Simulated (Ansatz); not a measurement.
Relaxed-ion elastic tensor of GePt in space group Pnma (No. 62; Pt on 4c, Ge on 4c) in GPa (Voigt order), DFT-PBEsol in the program Ansatz with PAW potentials; density 13.75 g/cm³, 16.17 Å³ per atom.

```
 239   146   128   0.0   0.0   0.0
 146   225   131   0.0   0.0   0.0
 128   131   231   0.0   0.0   0.0
 0.0   0.0   0.0  76.2   0.0   0.0
 0.0   0.0   0.0   0.0  86.1   0.0
 0.0   0.0   0.0   0.0   0.0  60.5
```

Problem. Is the crystal mechanically stable?

Solution. Yes: the smallest eigenvalue of C is 60.5 GPa.

Problem. Work out the Voigt, Reuss and Hill averages.

Solution. K_V = 167, K_R = 167, K_H = 167; G_V = 63.9, G_R = 60.0, G_H = 62.0 GPa.

Problem. Give Young's modulus, Poisson's ratio, Pugh's ratio and the universal anisotropy index.

Solution. E = 9KG/(3K + G) = 165 GPa; ν = 0.33; K/G = 2.69 (ductile by the Pugh limit of 1.75); A_U = 5G_V/G_R + K_V/K_R − 6 = 0.33.

Problem. Estimate the sound speeds and the Debye temperature.

Solution. v_l = √((K + 4G/3)/ρ) = 4260 m/s, v_t = √(G/ρ) = 2120 m/s, mean 2380 m/s; Θ = (h/k)(3n/4πV)^(1/3) v_m = 280 K.

Problem. Solve the Christoffel equation for the three sound speeds along x, y, z.

Solution. Eigenvalues of C_ijkl n_j n_l equal ρv². In km/s, slowest first: x 2.10, 2.50, 4.17; y 2.10, 2.35, 4.04; z 2.35, 2.50, 4.10.

Problem. How much does each axis shrink under pressure?

Solution. Linear compressibilities β_i = Σ_j S_ij (j = 1 to 3): x 1.8, y 2.0, z 2.2 per TPa.

The PBEsol relaxation kept the symmetry of its start. No spin polarisation was allowed. As this level gives no gap, shear constants depend on the k-mesh and smearing (Fermi–Dirac, 0.1 eV here). On the denser mesh and wider smearing of the elastic run this cell carries a stress of 0.4 GPa. Spin–orbit coupling is left out wherever it is not named.

Potentials: the later of the program's two PAW sets.
